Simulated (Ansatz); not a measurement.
**Data sheet: NbRu (DFT)**

NbRu (L1₀ or tetragonal B2, P4/mmm), a = 3.0471 Å, b = 3.0471 Å, c = 3.3971 Å, α = 90.00°, β = 90.00°, γ = 90.00°.

Space group P4/mmm (No. 123), L1₀ or tetragonal B2; conventional cell a = b = 3.0471 Å, c = 3.3971 Å, α = β = γ = 90.00°.

Method: the program Ansatz at the r²SCAN level (PAW). Structure relaxed to zero pressure with the same functional. Other levels are named where they apply.

### Cell and energy

- Volume per atom: 15.77 Å³
- Density: 10.21 g/cm³
- Formation energy from the elements (no fitted shifts): -0.23 eV/atom

### Electronic structure

- Electronic character: metallic (no gap)
- Density of states at the Fermi level: 1.1 states/eV per atom (mean over ±0.08 eV)
- Gap with spin–orbit coupling: none (metallic)

### Mechanics

- Bulk modulus (Birch–Murnaghan fit): 248 GPa
- Pressure derivative B′: 4.3

### Charges

- Bader charges: Ru -1.13, Nb +1.13 e

The workflow started from an entry of the Crystallography Open Database (COD), which files this formula under 2 space groups. Its standing as an ambient phase is unchecked. The cell was relaxed with r²SCAN under the symmetry of its start; whether a distortion lowers the energy is not shown. No spin polarisation was allowed. Axis ratios of metals converge slowly with the k-mesh, so a and c are less sure than the volume. The references are the lowest solids computed at this level, not always the standard phases. Spin–orbit coupling is left out wherever it is not named.

Potentials: the later of the program's two PAW sets.
